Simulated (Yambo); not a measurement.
```
CELL_PARAMETERS angstrom
      0.00000     2.97400     2.97400
      2.97400     0.00000     2.97400
      2.97400     2.97400     0.00000
ATOMIC_POSITIONS crystal
  F  0.25000 0.25000 0.25000
  F  0.75000 0.75000 0.75000
  Ba 0.00000 0.00000 0.00000
```

Response from Yambo on norm-conserving PBEsol (Quantum ESPRESSO, 84 Ry, scalar-relativistic) bands: 10×10×10 mesh, 46 bands, 4 Ry local-field block, 0.2 eV broadening.

Task: Give the static electronic dielectric constant without and with local fields.

Result: 
| field along | ε(0), independent particles | ε(0), RPA with local fields | refractive index √ε |
|---|---|---|---|
| x | 2.67 | 2.41 | 1.55 |
Electronic (clamped-ion) response only. PBEsol gaps are usually too small, which raises these values. Convergence of the RPA response with its 10×10×10 mesh was not tested.

Geometry strained from the cell relaxed with PBEsol, atoms relaxed again.
